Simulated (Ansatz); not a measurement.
MgO (rock salt, space group No. 225), DFT-LDA in the program Ansatz with PAW potentials, all energies at zero smearing, with the estimated change up to a 700 eV cutoff added, with one set of potentials and settings (totals compare only within such a set). Cell of 2 atoms (1 Mg, 1 O): -2460.074 eV.

| element | reference phase | E (eV/atom) |
|---|---|---|
| Mg | P6_3/mmc, 2 atoms in the cell | -1901.6031 |
| O | C2/m, 4 atoms in the cell, spin-polarised | -552.6518 |

Formation energy per atom, worked out: (-2460.074 − 1×(-1901.6031) − 1×(-552.6518))/2 = -2.910 eV/atom (-281 kJ per mol of atoms), at 0 K, without zero-point energy or fitted corrections.

Space group Fm-3m (rock salt). Symmetry was held in the LDA relaxation; phonons on a q-mesh show no instability. The volume moved by -42 % from the start of the relaxation. The references are the lowest solids computed at this level, not always the standard phases (solids in place of the gases).

Potentials: the later of the program's two PAW sets.
